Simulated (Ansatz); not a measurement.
Ni:
```yaml
crystal:
  lattice:
    - [0.00000, 1.73938, 1.73938]
    - [1.73938, 0.00000, 1.73938]
    - [1.73938, 1.73938, 0.00000]
  atoms:
    - { symbol: Ni, position: [0.00000, 0.00000, 0.00000], spin: 0.8 }
```

Relaxed with plane-wave PAW r²SCAN (Ansatz code). Indices refer to the conventional cell of Fm-3m, a = 3.4788 Å, b = 3.4788 Å, c = 3.4788 Å, α = 90.00°, β = 90.00°, γ = 90.00°.

### Question
Simulate the powder diffraction pattern (Cu Kα, λ = 1.54184 Å; lines above 1 %) up to 2θ = 90°.

### Answer
Simulated powder pattern, Cu Kα, λ = 1.54184 Å (kinematic, ideal powder, no thermal factors, no anomalous dispersion; the 30 strongest lines at most, above 1 %, up to 2θ = 90°):

| 2θ (°) | d (Å) | I/Imax (%) | hkl |
|---|---|---|---|
| 45.14 | 2.008 | 100 | (111) |
| 52.62 | 1.739 | 46 | (200) |
| 77.63 | 1.230 | 26 | (220) |

The r²SCAN relaxation kept the symmetry of its start. The final state is ferromagnetic, chosen from 3 collinear starts compared on coarse meshes (ties went to the first, and starts can fall back to one state), not a proven ground state. Textbook magnetic order: ferromagnetic. Other orbital occupations within this spin state were not tried.

Potentials: the later of the program's two PAW sets.
